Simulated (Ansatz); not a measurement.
ReS2 (rutile, space group No. 136), LDA in the plane-wave PAW code Ansatz, all energies at zero smearing, with the estimated change up to a 700 eV cutoff added, with one set of potentials and settings (totals compare only within such a set). Cell of 6 atoms (2 Re, 4 S): -24695.166 eV.

| element | reference phase | E (eV/atom) |
|---|---|---|
| Re | P6_3/mmc, 4 atoms in the cell | -10607.6541 |
| S | Fddd, 32 atoms in the cell | -869.4931 |

Formation energy per atom, worked out: (-24695.166 − 2×(-10607.6541) − 4×(-869.4931))/6 = -0.314 eV/atom (-30 kJ per mol of atoms), at 0 K, without zero-point energy or fitted corrections.

Space group P4_2/mnm (rutile). The cell is a constructed one: a structure type filled with these elements; neither database checked (COD, Materials Project) lists it. Whether it is the stable phase at ambient conditions was not checked. Symmetry was held in the LDA relaxation; of distortions, only those at the zone centre were tested. No spin polarisation was allowed. The references are the lowest solids computed at this level, not always the standard phases. Spin–orbit coupling is left out wherever it is not named.

Potentials: the later of the program's two PAW sets.
